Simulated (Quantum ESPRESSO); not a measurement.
# Computed records: MgGa$_{3}$N$_{3}$O (made-up cell)

Calculation on a made-up crystal cell, not a measurement: periodic Kohn-Sham density functional theory in plane waves with PseudoDojo standard norm-conserving scalar-relativistic pseudopotentials, each functional with its own files (v0.5 for PBE, v0.4.1 for LDA and PBEsol), no spin polarisation, no spin-orbit coupling, atoms not relaxed, stress positive in tension, energies less a fixed whole-eV offset for each atom's element; levels are Kohn-Sham levels at fractions of this cell's reciprocal vectors, counted from the reference band (half the neutral cell's valence electrons, rounded up) at Gamma; error bars cover cutoff and k-mesh only, not smearing or the files; added strain carries the atoms with the cell, and shear is the tensor component; each bar is the largest change over components, and at least 0.002 eV, 0.002 eV per angstrom or 0.02 GPa; energies are for the whole cell, and the offsets were chosen from early runs and are not element reference energies. Program: Quantum ESPRESSO 7.5.

### MgGa$_{3}$N$_{3}$O (made-up cell)

Unstrained structure:
```
cell vectors (Å)
   3.1467     0.0261     0.0047
   0.0452     5.5045     0.0017
   0.0076     0.0016     5.1845
atoms (fractions of the cell vectors)
Ga  0.01269  0.00394 -0.00202
Ga  0.50127  0.50788 -0.00027
Ga  0.49939  0.15959  0.49385
Mg -0.00595  0.66546  0.50676
N  -0.00330  0.00447  0.37871
N   0.51467  0.50149  0.38369
O   0.48345  0.16828  0.87132
N  -0.00559  0.66521  0.87341
```

- lattice type: wurtzite
- functional: pbe
- cutoff: 1143 eV
- fermi dirac smearing: 0.1 eV
- scf tolerance: 1e-07 eV
- electrons removed: 0
- added strain kind: shear xy
- added strain: -0.0173
- k mesh: 8 x 6 x 6, shifted by half a step
- structure shown: before the added strain of -0.0173
- free energy less offsets: -0.612 eV
- smearing term minus ts: -0.01379 eV
- scf iterations: 13
- pressure: 14.88 GPa
- stress xx: -22.61 GPa
- stress yy: -11.93 GPa
- stress zz: -10.09 GPa
- stress yz: -0.8756 GPa
- stress xz: 0.5413 GPa
- stress xy: -5.558 GPa
- fermi level: 0.6037 eV
- reference band: 35
- error bar energy: 0.003875 eV
- error bar stress: 0.05245 GPa
- error bar force: 0.009365 eV/Å
- error bar next band up: 0.01041 eV
- error bar fermi level: 0.03177 eV
- error bars from: tighter rerun of a related cell

Atoms:
```tsv
atoms element	atom site	atom energy offset (eV)
Ga	1	-2080
Ga	2	-2080
Ga	3	-2080
Mg	4	-1617
N	5	-283
N	6	-283
O	7	-452
N	8	-283
```

Forces:
```tsv
site	x (eV/Å)	y (eV/Å)	z (eV/Å)
1	-1.19	-2.374	1.947
2	-0.4982	1.176	2.372
3	0.1153	2.192	-2.001
4	1.294	-0.0511	-1.331
5	-0.06181	0.3492	-0.9646
6	-1.427	-2.45	-1.602
7	1.159	0.08776	-0.03268
8	0.6095	1.071	1.612
```

Levels:
```tsv
level k point	next band up (eV)
Gamma	0.4957
(1/2,1/2,1/2)	2.332
(0.15,0,0)	1.031
(0,0.15,0)	0.52
(0,0,0.15)	0.6114
```
